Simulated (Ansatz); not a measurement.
Input, command and steps of an Ansatz relaxation.

```yaml
crystal:
  lattice:
    - [1.9721665315, 1.1386308778, 9.1419922658]
    - [-1.9721665315, 1.1386308778, 9.1419922658]
    - [0.0, -2.2772617556, 9.1419922658]
  atoms:
    - { symbol: Zr, position: [0.4, 0.4, 0.4] }
    - { symbol: Zr, position: [0.6, 0.6, 0.6] }
    - { symbol: Br, position: [0.0, 0.0, 0.0] }
    - { symbol: Br, position: [0.2095, 0.2095, 0.2095] }
    - { symbol: Br, position: [0.7905, 0.7905, 0.7905] }
basis:
  ecutwfc: 420
kpoints:
  mp_grid: { grid: [6, 6, 6] }
hamiltonian:
  xc: pbe
scf:
  occupations: { method: gaussian, width: 0.1 }
  lower_state_search: "off"
output:
  forces: true
  stress: true
  eigenvalues: true
relax:
  adjacent_minimum: "off"
  f_tol: 0.04
  max_steps: 70
  cell: { stress_tol: 0.4 }
```

```bash
ansatz run input.yaml --threads 1 --pin off --max-ram 2560MiB --backend cpu --events-out ev --progress --plain --runs-dir out
```

Method: DFT PBE, scalar-relativistic, plane waves, PAW in Ansatz.

Of 14 frames 10 are shown, positions in Å and forces in eV/Å; the SCF threshold varies from step to step. Steps run on the plane waves of an earlier cell, with a Pulay correction in the pressure. The basis is chosen afresh for the last frame, the zero of the energies, and at times for earlier ones too; energy and pressure step there, also at an unchanged geometry. Here that happened at step 9 (-11 meV/atom, 0.6 GPa); the frames before carry an error of that size. The end is built of layers, and without a dispersion correction their distances are poorly fixed.

```xyz
5
Lattice="1.9722 1.1386 9.1420 -1.9722 1.1386 9.1420 0.0000 -2.2773 9.1420" Properties=species:S:1:pos:R:3:forces:R:3 pbc="T T T" step=1 free_energy_over_end_meV_per_atom=432.94 pressure_GPa=-2.71
Zr    0.0000    0.0000   10.9704    0.0000    0.0000   -0.2519
Zr    0.0000    0.0000   16.4556    0.0000    0.0000    0.2519
Br    0.0000    0.0000    0.0000    0.0000    0.0000    0.0000
Br    0.0000    0.0000    5.7457    0.0000    0.0000    0.4823
Br    0.0000    0.0000   21.6802    0.0000    0.0000   -0.4823
5
Lattice="1.8824 1.0868 9.5885 -1.8824 1.0868 9.5885 0.0000 -2.1736 9.5885" Properties=species:S:1:pos:R:3:forces:R:3 pbc="T T T" step=2 free_energy_over_end_meV_per_atom=310.90 pressure_GPa=0.72
Zr    0.0000    0.0000   11.4060    0.0000    0.0000    0.0338
Zr    0.0000    0.0000   17.3597    0.0000    0.0000   -0.0338
Br    0.0000    0.0000    0.0000    0.0000    0.0000    0.0000
Br    0.0000    0.0000    6.1422    0.0000    0.0000   -0.3748
Br    0.0000    0.0000   22.6235    0.0000    0.0000    0.3748
5
Lattice="1.7198 0.9930 10.4907 -1.7198 0.9930 10.4907 0.0000 -1.9859 10.4907" Properties=species:S:1:pos:R:3:forces:R:3 pbc="T T T" step=4 free_energy_over_end_meV_per_atom=101.39 pressure_GPa=5.48
Zr    0.0000    0.0000   12.4932    0.0000    0.0000    0.6168
Zr    0.0000    0.0000   18.9788    0.0000    0.0000   -0.6168
Br    0.0000    0.0000    0.0000    0.0000    0.0000    0.0000
Br    0.0000    0.0000    6.6515    0.0000    0.0000   -0.0402
Br    0.0000    0.0000   24.8206    0.0000    0.0000    0.0402
5
Lattice="1.7100 0.9873 10.9478 -1.7100 0.9873 10.9478 0.0000 -1.9746 10.9478" Properties=species:S:1:pos:R:3:forces:R:3 pbc="T T T" step=5 free_energy_over_end_meV_per_atom=49.68 pressure_GPa=2.92
Zr    0.0000    0.0000   13.0346    0.0000    0.0000    0.5202
Zr    0.0000    0.0000   19.8088    0.0000    0.0000   -0.5202
Br    0.0000    0.0000    0.0000    0.0000    0.0000    0.0000
Br    0.0000    0.0000    6.9738    0.0000    0.0000    0.1362
Br    0.0000    0.0000   25.8696    0.0000    0.0000   -0.1362
5
Lattice="1.7071 0.9856 11.6622 -1.7071 0.9856 11.6622 0.0000 -1.9712 11.6622" Properties=species:S:1:pos:R:3:forces:R:3 pbc="T T T" step=7 free_energy_over_end_meV_per_atom=17.89 pressure_GPa=0.07
Zr    0.0000    0.0000   13.8845    0.0000    0.0000    0.0803
Zr    0.0000    0.0000   21.1022    0.0000    0.0000   -0.0803
Br    0.0000    0.0000    0.0000    0.0000    0.0000    0.0000
Br    0.0000    0.0000    7.5325    0.0000    0.0000    0.0608
Br    0.0000    0.0000   27.4543    0.0000    0.0000   -0.0608
5
Lattice="1.7079 0.9861 11.7032 -1.7079 0.9861 11.7032 0.0000 -1.9722 11.7032" Properties=species:S:1:pos:R:3:forces:R:3 pbc="T T T" step=8 free_energy_over_end_meV_per_atom=17.71 pressure_GPa=0.05
Zr    0.0000    0.0000   13.9317    0.0000    0.0000   -0.0029
Zr    0.0000    0.0000   21.1778    0.0000    0.0000    0.0029
Br    0.0000    0.0000    0.0000    0.0000    0.0000    0.0000
Br    0.0000    0.0000    7.5748    0.0000    0.0000   -0.0110
Br    0.0000    0.0000   27.5347    0.0000    0.0000    0.0110
5
Lattice="1.7031 0.9833 11.9541 -1.7031 0.9833 11.9541 0.0000 -1.9666 11.9541" Properties=species:S:1:pos:R:3:forces:R:3 pbc="T T T" step=10 free_energy_over_end_meV_per_atom=3.48 pressure_GPa=0.48
Zr    0.0000    0.0000   14.2087    0.0000    0.0000   -0.0491
Zr    0.0000    0.0000   21.6537    0.0000    0.0000    0.0491
Br    0.0000    0.0000    0.0000    0.0000    0.0000    0.0000
Br    0.0000    0.0000    7.7915    0.0000    0.0000   -0.0100
Br    0.0000    0.0000   28.0710    0.0000    0.0000    0.0100
5
Lattice="1.7092 0.9868 12.2828 -1.7092 0.9868 12.2828 0.0000 -1.9737 12.2828" Properties=species:S:1:pos:R:3:forces:R:3 pbc="T T T" step=11 free_energy_over_end_meV_per_atom=1.11 pressure_GPa=-0.10
Zr    0.0000    0.0000   14.5340    0.0000    0.0000   -0.0039
Zr    0.0000    0.0000   22.3144    0.0000    0.0000    0.0039
Br    0.0000    0.0000    0.0000    0.0000    0.0000    0.0000
Br    0.0000    0.0000    8.1230    0.0000    0.0000   -0.0088
Br    0.0000    0.0000   28.7254    0.0000    0.0000    0.0088
5
Lattice="1.7039 0.9837 12.6339 -1.7039 0.9837 12.6339 0.0000 -1.9674 12.6339" Properties=species:S:1:pos:R:3:forces:R:3 pbc="T T T" step=13 free_energy_over_end_meV_per_atom=0.24 pressure_GPa=0.06
Zr    0.0000    0.0000   14.8934    0.0000    0.0000   -0.0026
Zr    0.0000    0.0000   23.0082    0.0000    0.0000    0.0026
Br    0.0000    0.0000    0.0000    0.0000    0.0000    0.0000
Br    0.0000    0.0000    8.4589    0.0000    0.0000    0.0007
Br    0.0000    0.0000   29.4427    0.0000    0.0000   -0.0007
5
Lattice="1.7039 0.9837 12.6339 -1.7039 0.9837 12.6339 0.0000 -1.9674 12.6339" Properties=species:S:1:pos:R:3:forces:R:3 pbc="T T T" step=14 free_energy_over_end_meV_per_atom=0.00 pressure_GPa=0.06
Zr    0.0000    0.0000   14.8934    0.0000    0.0000   -0.0028
Zr    0.0000    0.0000   23.0082    0.0000    0.0000    0.0028
Br    0.0000    0.0000    0.0000    0.0000    0.0000    0.0000
Br    0.0000    0.0000    8.4589    0.0000    0.0000    0.0008
Br    0.0000    0.0000   29.4427    0.0000    0.0000   -0.0008
```

The start puts this composition into another compound's structure type, which needn't suit it. At the end the space group is R-3m (tolerance 0.05 Å).

The run took 110 s on 1 thread of Arm Neoverse V1, on a shared host, peak memory 0.42 GiB.

The k mesh is coarse. Spin polarisation was left out, and a magnetic state may lie lower.